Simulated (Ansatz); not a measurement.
## Calculated with Ansatz: Al$_{2}$GaTe$_{4}$, relaxation

The input file (Ansatz 0.2.0, plane waves):

```yaml
crystal:
  lattice:
    - [0.0, 6.009338, 0.0]
    - [6.009338, 0.0, 0.0]
    - [3.004669, 3.004669, -6.060383]
  atoms:
    - { symbol: Al, position: [0.75, 0.25, 0.5] }
    - { symbol: Te, position: [0.375, 0.375, 0.75] }
    - { symbol: Te, position: [0.625, 0.125, 0.25] }
    - { symbol: Te, position: [0.875, 0.875, 0.75] }
    - { symbol: Te, position: [0.125, 0.625, 0.25] }
    - { symbol: Ga, position: [0.0, 0.0, 0.0] }
    - { symbol: Al, position: [0.5, 0.5, 0.0] }
  symmetry: { tolerance: 0.0003 }
kpoints:
  mp_grid: { grid: [5, 5, 5], shift: [0, 0, 0] }
magnetization:
  spin_polarized: false
scf:
  occupations: { method: fermi_dirac }
  lower_state_search: "off"
hamiltonian:
  pseudopotentials: { kind: paw }
  xc: pbe
basis:
  ecutwfc: 420
  fft_grid_basis: typed
relax:
  max_steps: 40
  cell: { p_target: 0.0 }
output:
  forces: true
  stress: true
  eigenvalues: true
  bader: true
  populations: true
  elf: true
  write_potential: true
  volumetric_format: npy
  dos:
    e_range: [-12, 8]
    de: 0.05
    projected: { site_lists: { Al: [Al], Ga: [Ga], Te: [Te] } }
checkpoint:
  read: saved_state
```

Launch command:

```bash
ansatz run input.yaml --threads 2 --pin off --max-ram 3584MiB --backend cpu --events-out ev --progress --plain --runs-dir out
```

Origin of the cell: a known structure type with other elements, at an estimated volume, so it need not be a known compound.

The smearing width isn't typed, so it takes its default of 0.1 eV.

The saved state is a converged single point of the same cell.

Steps («new basis» is an SCF on plane waves selected anew at the same cell):

```json
{"step": "1", "ΔF (meV/atom)": "0.0", "max force component (eV/Å)": "0.773", "P (GPa)": "4.63", "volume (Å³)": "218.85", "SCF iterations": "6", "step was": "accepted"}
{"step": "2", "ΔF (meV/atom)": "-85.8", "max force component (eV/Å)": "0.262", "P (GPa)": "-0.43", "volume (Å³)": "234.55", "SCF iterations": "7", "step was": "accepted"}
{"step": "3", "ΔF (meV/atom)": "-91.6", "max force component (eV/Å)": "0.039", "P (GPa)": "0.00", "volume (Å³)": "235.34", "SCF iterations": "7", "step was": "accepted"}
{"step": "4", "ΔF (meV/atom)": "-93.0", "max force component (eV/Å)": "0.031", "P (GPa)": "0.12", "volume (Å³)": "235.40", "SCF iterations": "7", "step was": "accepted"}
{"step": "5", "ΔF (meV/atom)": "-93.4", "max force component (eV/Å)": "0.006", "P (GPa)": "0.02", "volume (Å³)": "236.24", "SCF iterations": "7", "step was": "accepted"}
{"step": "6", "ΔF (meV/atom)": "-93.9", "max force component (eV/Å)": "0.006", "P (GPa)": "0.03", "volume (Å³)": "236.24", "SCF iterations": "8", "step was": "new basis"}
```

Step 1, with forces in eV/Å:

```xyz
7
Lattice="0.000 6.009 0.000 6.009 0.000 0.000 3.005 3.005 -6.060" Properties=species:S:1:pos:R:3:forces:R:3 pbc="T T T" step=1
Al    3.005    6.009   -3.030    0.000    0.000    0.000
Te    4.507    4.507   -4.545    0.715    0.072    0.773
Te    1.502    4.507   -1.515    0.072   -0.715   -0.773
Te    7.512    7.512   -4.545   -0.715   -0.072    0.773
Te    4.507    1.502   -1.515   -0.072    0.715   -0.773
Ga    0.000    0.000    0.000    0.000    0.000    0.000
Al    3.005    3.005    0.000    0.000    0.000    0.000
```

Step 2, with forces in eV/Å:

```xyz
7
Lattice="0.000 6.187 0.000 6.187 0.000 0.000 3.093 3.093 -6.128" Properties=species:S:1:pos:R:3:forces:R:3 pbc="T T T" step=2
Al    3.093    6.187   -3.064    0.000    0.000    0.000
Te    4.777    4.624   -4.453    0.067    0.262    0.007
Te    1.530    4.503   -1.675    0.262   -0.067   -0.007
Te    7.597    7.750   -4.453   -0.067   -0.262    0.007
Te    4.656    1.683   -1.675   -0.262    0.067   -0.007
Ga    0.000    0.000    0.000    0.000    0.000    0.000
Al    3.093    3.093    0.000    0.000    0.000    0.000
```

Step 3, with forces in eV/Å:

```xyz
7
Lattice="0.000 6.235 0.000 6.235 0.000 0.000 3.118 3.118 -6.053" Properties=species:S:1:pos:R:3:forces:R:3 pbc="T T T" step=3
Al    3.118    6.235   -3.027    0.000    0.000    0.000
Te    4.814    4.711   -4.400    0.030    0.039    0.015
Te    1.593    4.539   -1.653    0.039   -0.030   -0.015
Te    7.656    7.760   -4.400   -0.030   -0.039    0.015
Te    4.642    1.697   -1.653   -0.039    0.030   -0.015
Ga    0.000    0.000    0.000    0.000    0.000    0.000
Al    3.118    3.118    0.000    0.000    0.000    0.000
```

Step 4, with forces in eV/Å:

```xyz
7
Lattice="0.000 6.288 0.000 6.288 0.000 0.000 3.144 3.144 -5.953" Properties=species:S:1:pos:R:3:forces:R:3 pbc="T T T" step=4
Al    3.144    6.288   -2.977    0.000    0.000    0.000
Te    4.860    4.768   -4.320   -0.020   -0.031    0.012
Te    1.624    4.572   -1.633   -0.031    0.020   -0.012
Te    7.716    7.808   -4.320    0.020    0.031    0.012
Te    4.664    1.716   -1.633    0.031   -0.020   -0.012
Ga    0.000    0.000    0.000    0.000    0.000    0.000
Al    3.144    3.144    0.000    0.000    0.000    0.000
```

Step 6, with forces in eV/Å:

```xyz
7
Lattice="0.000 6.333 0.000 6.333 0.000 0.000 3.166 3.166 -5.890" Properties=species:S:1:pos:R:3:forces:R:3 pbc="T T T" step=6
Al    3.166    6.333   -2.945    0.000    0.000    0.000
Te    4.886    4.803   -4.275   -0.002   -0.003    0.006
Te    1.637    4.614   -1.616   -0.003    0.002   -0.006
Te    7.780    7.862   -4.275    0.002    0.003    0.006
Te    4.696    1.719   -1.616    0.003   -0.002   -0.006
Ga    0.000    0.000    0.000    0.000    0.000    0.000
Al    3.166    3.166    0.000    0.000    0.000    0.000
```

| Property | Result |
| --- | --- |
| Free energy lowered by | 93.9 meV/atom |
| Volume change | 7.94 % |
| Final pressure | 0.03 GPa |
| Relaxation steps listed | 6 |

Caveats: no moments, though an odd count or open d shells may carry them; no spin-orbit coupling, though heavy elements are present; the relaxation held the start's symmetry, so the end may be a saddle point.

Time: 130 s of wall time on 2 CPU thread(s) of a shared host, from a saved density.
